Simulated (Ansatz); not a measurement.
GaRu₃C (anti-perovskite, space group No. 221) under volume change, plane-wave PAW PBEsol (Ansatz code), scaled uniformly.

| V (Å³/atom) | E − E(relaxed) (meV/atom) | P (GPa) |
|---|---|---|
| 11.452 | 104.4 | 32.28 |
| 11.830 | 43.7 | 19.65 |
| 12.207 | 10.3 | 8.99 |
| 12.585 | 0.0 | -0.01 |
| 12.962 | 9.2 | -7.60 |
| 13.340 | 34.9 | -14.01 |
| 13.717 | 74.4 | -19.39 |

**Question.** What does a third-order Birch–Murnaghan fit give for V₀, B₀ and B′?

**Answer.** V₀ = 12.58 Å³/atom, B₀ = 275 GPa, B′ = 4.6.

Space group Pm-3m (anti-perovskite). The start of the workflow was typed in or built on a structure type; neither database checked (COD, Materials Project) lists it. Whether it is the stable phase at ambient conditions was not checked. Symmetry was held in the PBEsol relaxation; phonons show weakly imaginary modes. The run is not spin-polarised.

Potentials: the later of the program's two PAW sets.
